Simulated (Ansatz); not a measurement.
Sheets of one type (M2XT2 MXene (fcc sites)-type), r²SCAN+D4 in the plane-wave PAW code Ansatz; HSE06 gaps on those cells.

```tsv
layer	a (Å)	thickness (Å)
Y2NS2	(withheld)	(withheld)
Ta2NS2	3.303	5.39
Y2CS2	3.882	5.61
V2NS2	3.092	5.21
Y2NO2	3.558	4.43
Hf2NS2	3.397	5.63
```

### Question
Fill in the missing entries.

### Answer

- Y2NS2, a (Å): 3.717
- Y2NS2, thickness (Å): 5.84

Spin orders computed, not proven ground states: V2NS2, M2XT2 MXene (fcc sites)-type layer antiferromagnetic; Y2NO2, M2XT2 MXene (fcc sites)-type layer ferromagnetic. Began spin-polarised and lost the moments: Y2NS2, M2XT2 MXene (fcc sites)-type layer; Ta2NS2, M2XT2 MXene (fcc sites)-type layer; Hf2NS2, M2XT2 MXene (fcc sites)-type layer. All cells were relaxed under the symmetry of their starts (and spin orders); stability against distortions was not tested throughout. Rows with no word on spin ran without spin polarisation. Spin–orbit coupling is left out wherever it is not named. Constructed layers (a layer type filled with these elements): Y2NS2, M2XT2 MXene (fcc sites)-type layer; Ta2NS2, M2XT2 MXene (fcc sites)-type layer; Y2CS2, M2XT2 MXene (fcc sites)-type layer; V2NS2, M2XT2 MXene (fcc sites)-type layer; Y2NO2, M2XT2 MXene (fcc sites)-type layer; Hf2NS2, M2XT2 MXene (fcc sites)-type layer.

Potentials: the later of the program's two PAW sets.
